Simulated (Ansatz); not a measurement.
Consider the following.

TaGa₃:
Space group I4/mmm (No. 139); a = b = 3.7902 Å, c = 8.6708 Å, α = β = γ = 90.00°

```tsv
atom	site	symmetry	x	y	z
Ta	2a	4/mmm	0.0000	0.0000	0.0000
Ga	2b	4/mmm	0.0000	0.0000	0.5000
Ga	4d	-4m2	0.0000	0.5000	0.2500
```
(The calculation used a cell of 4 atoms; values per cell refer to that cell.)

This is the r²SCAN-relaxed structure.

Problem. All from r²SCAN in the plane-wave PAW code Ansatz, unless another level is named. Estimate the formation energy from the elements (no fitted shifts).

Solution. -0.20 eV/atom.

Problem. What about the density of states at the Fermi level?

Solution. 0.15 states/eV per atom (mean over ±0.08 eV).

The first step of the workflow began from a Materials Project structure, measured or hypothetical; the Crystallography Open Database files this formula in space group No. 139, but the cells were not matched. Whether it is the stable phase at ambient conditions was not checked. Symmetry was held in the r²SCAN relaxation; whether a distortion lowers the energy is not shown. The run is not spin-polarised. Axis ratios of metals converge slowly with the k-mesh, so a and c are less sure than the volume. The references are the lowest solids computed at this level, not always the standard phases. Scalar-relativistic: spin–orbit coupling is off unless named, which matters more the heavier the elements.

Potentials: the earlier of the program's two PAW sets.
